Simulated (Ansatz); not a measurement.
Relaxed-ion elastic tensor of AlP in space group P6_222 (No. 180; Al on 3d, P on 3c) in GPa (Voigt order), plane-wave PAW PBEsol (Ansatz code); density 2.65 g/cm³, 18.19 Å³ per atom.

```
 157  55.6  66.2   0.0   0.0   0.0
55.6   157  66.2   0.0   0.0   0.0
66.2  66.2   182   0.0   0.0   0.0
 0.0   0.0   0.0  50.0   0.0   0.0
 0.0   0.0   0.0   0.0  50.0   0.0
 0.0   0.0   0.0   0.0   0.0  50.8
```

**Question.** Is the crystal mechanically stable?

**Answer.** Yes: the smallest eigenvalue of C is 50.0 GPa.

**Question.** Work out the Voigt, Reuss and Hill averages.

**Answer.** K_V = 96.9, K_R = 96.0, K_H = 96.4; G_V = 50.7, G_R = 50.6, G_H = 50.6 GPa.

**Question.** Give Young's modulus, Poisson's ratio, Pugh's ratio and the universal anisotropy index.

**Answer.** E = 9KG/(3K + G) = 129 GPa; ν = 0.28; K/G = 1.90 (ductile by the Pugh limit of 1.75); A_U = 5G_V/G_R + K_V/K_R − 6 = 0.02.

**Question.** Estimate the sound speeds and the Debye temperature.

**Answer.** v_l = √((K + 4G/3)/ρ) = 7870 m/s, v_t = √(G/ρ) = 4380 m/s, mean 4870 m/s; Θ = (h/k)(3n/4πV)^(1/3) v_m = 552 K.

**Question.** Solve the Christoffel equation for the three sound speeds along x, y, z.

**Answer.** Eigenvalues of C_ijkl n_j n_l equal ρv² (piezoelectric stiffening left out). In km/s, slowest first: x 4.35, 4.38, 7.71; y 4.35, 4.38, 7.71; z 4.35, 4.35, 8.28.

**Question.** How much does each axis shrink under pressure?

**Answer.** Linear compressibilities β_i = Σ_j S_ij (j = 1 to 3): x 3.9, y 3.9, z 2.7 per TPa.

The start of the workflow was typed in or built on a structure type; neither database checked (COD, Materials Project) lists it. It is not the phase usual at ambient conditions (space group No. 216). Symmetry was held in the PBEsol relaxation; whether a distortion lowers the energy is not shown.

Potentials: the earlier of the program's two PAW sets. The files were generated under PBE; for other functionals the program regenerates the frozen cores, and for LDA and PBEsol the local potential too.
